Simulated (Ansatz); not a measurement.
# LaHg: frozen-core PAW against all-electron methods

```xyz
2
Lattice="3.8370 0.0000 0.0000 0.0000 3.8370 0.0000 0.0000 0.0000 3.8370" Properties=species:S:1:pos:R:3 pbc="T T T"
La    1.9185    1.9185    1.9185
Hg    0.0000    0.0000    0.0000
```

Atom numbers follow the list: La1, Hg2.

The cell is COD entry 1523850, as deposited and not checked against the literature; nothing was relaxed.

No spin–orbit coupling, which matters for the heavy atoms here.

Methods: DFT, LDA, PAW with Ansatz's default frozen-core files, scalar-relativistic (Ansatz 0.2.0); DFT, LDA, all-electron LAPW, scalar-relativistic (Ansatz 0.2.0).

For PAW: a Γ-centred 11×11×11 k mesh, Fermi–Dirac smearing of 0.08 eV, cutoff 420 eV, no spin polarisation; the PAW files were made with PBE, and the program remakes their frozen cores for this functional. LAPW targets a basis error of 1 meV/atom. The Ansatz runs share mesh, smearing and spin set-up. Plane-wave (PAW) pressures include the program's estimate of the Pulay term.

Stress and pressure are positive in compression.

Levels count from the Fermi level.

PAW results:

| quantity | PAW |
| --- | --- |
| pressure (GPa) | -1.90 |
| highest filled level at X (eV) | -0.199 |
| lowest empty level at X (eV) | 0.886 |
| highest filled level at Γ (eV) | -0.041 |
| lowest empty level at Γ (eV) | 1.382 |
| highest filled level at R (eV) | -2.199 |
| lowest empty level at R (eV) | 1.516 |

Problem. What does LAPW (all electrons) give for the same quantities?

Solution. 
```json
{"quantity": "pressure (GPa)", "LAPW": "-1.88"}
{"quantity": "highest filled level at X (eV)", "LAPW": "-0.201"}
{"quantity": "lowest empty level at X (eV)", "LAPW": "0.884"}
{"quantity": "highest filled level at Γ (eV)", "LAPW": "-0.042"}
{"quantity": "lowest empty level at Γ (eV)", "LAPW": "1.400"}
{"quantity": "highest filled level at R (eV)", "LAPW": "-2.201"}
{"quantity": "lowest empty level at R (eV)", "LAPW": "1.536"}
```
